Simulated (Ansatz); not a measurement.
VBiO4:
Space group I4₁/a, origin choice 1 (No. 88); a = 5.1213 Å, b = 5.1213 Å, c = 11.6214 Å, α = 90.00°, β = 90.00°, γ = 90.00°

```
atom  site  symmetry       x       y       z
----  ----  --------  ------  ------  ------
Bi      4a      -4..  0.0000  0.0000  0.0000
V       4b      -4..  0.0000  0.0000  0.5000
O      16f         1  0.2510  0.3609  0.0787
```
(The calculation used a cell of 12 atoms; values per cell refer to that cell.)

Relaxed at zero pressure with DFT-r²SCAN in the program Ansatz with PAW potentials.

**Question.** The volume is lowered by 3 % and shape and atoms relax at that volume. What pressure results, and how do the axes share the change?

**Answer.** 4.6 GPa; a -0.8 %, b -0.8 %, c -1.4 %; the energy rises by 5 meV/atom.

**Question.** Give the new structure.

**Answer.** 
Space group I4₁/a, origin choice 1 (No. 88); a = b = 5.079 Å, c = 11.463 Å, α = β = γ = 90.00°

| atom | site | symmetry | x | y | z |
|---|---|---|---|---|---|
| Bi | 4a | -4.. | 0.0000 | 0.0000 | 0.0000 |
| V | 4b | -4.. | 0.0000 | 0.0000 | 0.5000 |
| O | 16f | 1 | 0.2512 | 0.3587 | 0.0799 |

The phase is kept; no other phase was compared at this pressure.

Space group I4_1/a. Symmetry was held in the r²SCAN relaxation. The workflow began spin-polarised and lost its moments. No Hubbard U is applied. Spin–orbit coupling is left out wherever it is not named.

Potentials: the later of the program's two PAW sets.
